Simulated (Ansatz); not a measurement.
## Ta: energy along a strain

Ta, P6_3/mmc, a = 2.900 Å, c = 5.166 Å (as given, not relaxed at this level: -11.8 GPa). This isn't the element's structure at ambient conditions. Ansatz: LDA, PAW, 420 eV, Γ-centred 18×18×10 mesh on 2 atoms, Gaussian smearing 0.15 eV; no spin polarisation. Cell vectors (Å): 2.900 0.000 0.000; -1.450 2.512 0.000; 0.000 0.000 5.166. The cell is strained by x per cent times the pattern (0 0 1 0 0 0) in the order xx yy zz yz xz xy (engineering shears), with fractional coordinates held. y is the free energy over the start, V0 = 18.819 Å³/atom.

```tsv
x (%)	y (meV/atom)
-4.00	-25.10
-3.00	-23.78
-2.00	-19.09
-1.00	-11.12
0.00	0.00
1.00	14.15
2.00	?
3.00	50.84
3.50	61.63
4.00	73.02
```

Fit y = c1 x + c2 x² + c3 x³ to the other rows, get the stiffness along the pattern, and predict the missing energy.

Least squares on the rows shown. y = 12.652 x + 1.4994 x² − 0.024123 x³. The clamped-ion stiffness p·C·p = 2 × 14.99 eV × 160.2 / 18.819 Å³ = 255 GPa, which is C33 in these axes (second derivative at the start, which stands under stress). At x = 2.00 the fit asked for gives 31.11 meV/atom. The run gave 31.16 meV/atom, so the fit is 0.05 meV/atom too low, within twice the rms miss on the fitted rows (0.03 meV/atom).

Spin–orbit coupling is left out, which can shift energies with elements as heavy as these.